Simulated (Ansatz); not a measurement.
Cs2KInCl6:
```yaml
crystal:
  lattice:
    - [0.00000, 5.44488, 5.44488]
    - [5.44488, 0.00000, 5.44488]
    - [5.44488, 5.44488, 0.00000]
  atoms:
    - { symbol: K, position: [0.50000, 0.50000, 0.50000] }
    - { symbol: Cs, position: [0.75000, 0.75000, 0.75000] }
    - { symbol: Cs, position: [0.25000, 0.25000, 0.25000] }
    - { symbol: In, position: [0.00000, 0.00000, 0.00000] }
    - { symbol: Cl, position: [0.76950, 0.23050, 0.23050] }
    - { symbol: Cl, position: [0.23050, 0.76950, 0.76950] }
    - { symbol: Cl, position: [0.23050, 0.76950, 0.23050] }
    - { symbol: Cl, position: [0.76950, 0.23050, 0.76950] }
    - { symbol: Cl, position: [0.23050, 0.23050, 0.76950] }
    - { symbol: Cl, position: [0.76950, 0.76950, 0.23050] }
```

Relaxed with PBEsol.

Question: Map the electron localisation function on the plane through (0.500, 0.500, 0.500) spanned by u = [1, 0, 0] and v = [-1, 1, 1] in lattice vectors, from PBEsol in the plane-wave PAW code Ansatz.

Answer: x is the fraction of u, y of v (the angle between them is 90°; rows are the nearest grid lines); atoms in the plane: K at (0.00, 0.00), Cs at (0.50, 0.25), Cs at (0.50, 0.75), In at (0.00, 0.50), Cl at (0.00, 0.73), Cl at (0.00, 0.27).
```
|5799983000000000000000000000000003899975|
|9999851000000000000000000000000001589999|
|9987520000000000000000000000000000257899|
|0000000000000013578888753100000000000000|
|8888764200002689999999999862000024678888|
|8899998620015899972002799985100268999988|
|4589998620015899950000599985100268999854|
|5789998620003799998668999973000268999875|
|9988753100000147899999987410000013578899|
|1111110000000000023443200000000000111111|
|2222111000000000000000000000000001112222|
|0001221100000000000000000000000011221000|
|0001221100000000000000000000000011221000|
|2222111000000000000000000000000001112222|
|1111110000000000023443200000000000111111|
|9988753100000147899999987410000013578899|
|5789998620003799998668999973000268999875|
|4589998620015899950000599985100268999854|
|8899998620015899972002799985100268999988|
|8888764200002689999999999862000024678888|
|0000000000000013578888753100000000000000|
|9987520000000000000000000000000000257899|
|9999851000000000000000000000000001589999|
|5799983000000000000000000000000003899975|
```
Scale: ten equal steps from 0.001 (start of '0') to 0.897 (end of '9'), in the order '0123456789'; x runs from 0.000 to 1.00, y from 0.000 (bottom) to 1.00 (top).

The density is the valence pseudo-density with augmentation charge, so density and ELF within about 1 Å of a nucleus are not all-electron values.

Space group Fm-3m. The first step of the workflow began from a Materials Project structure, measured or hypothetical; the Crystallography Open Database copy checked does not list it. Whether it is the stable phase at ambient conditions was not checked. Symmetry was held in the PBEsol relaxation; its stability against distortions is not shown here. Spin–orbit coupling is left out wherever it is not named.

Potentials: the later of the program's two PAW sets.
